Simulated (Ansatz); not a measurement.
# SrAl2H2: axial (c/a) deformation path

Theory: DFT PBEsol, scalar-relativistic, plane waves, PAW in Ansatz 0.2.0. The runs took a 420 eV cutoff, a Γ-centred 12×12×12 mesh and Gaussian smearing (0.15 eV). No spin polarisation. Energies are free energies at this smearing, counted from the undisturbed cell; pressure is positive in compression.

Reference structure (as given, not relaxed at this level; it stands at -1.3 GPa, and it needn't be the usual structure):

```
Sr Al H
1.0
     4.52530    0.00000    0.00000
    -2.26265    3.91902    0.00000
     0.00000    0.00000    4.72140
Sr Al H
1 2 2
Direct
  0.00000 0.00000 0.00000
  0.33333 0.66667 0.45890
  0.66667 0.33333 0.54110
  0.33333 0.66667 0.09760
  0.66667 0.33333 0.90240
```

At fixed volume and fractional coordinates, lengths along (0.000, 0.000, 1.000) are scaled against those across it; ρ is that ratio over its starting value. The cell is metallic on the mesh throughout.

| ρ | ΔE (meV/atom) |
| --- | --- |
| 0.800 | 209.6 |
| 0.850 | 111.0 |
| 0.920 | 29.8 |
| 0.960 | 7.6 |
| 1.000 | 0.0 |
| 1.050 | 7.6 |
| 1.100 | 30.9 |
| 1.200 | 109.8 |
| 1.300 | 213.2 |

Q: Predict the pressure (GPa) at each point.

A:
| ρ | pressure (GPa) |
| --- | --- |
| 0.800 | 1.5 |
| 0.850 | 0.2 |
| 0.920 | -0.9 |
| 0.960 | -1.2 |
| 1.000 | -1.3 |
| 1.050 | -1.2 |
| 1.100 | -0.7 |
| 1.200 | 0.7 |
| 1.300 | 2.7 |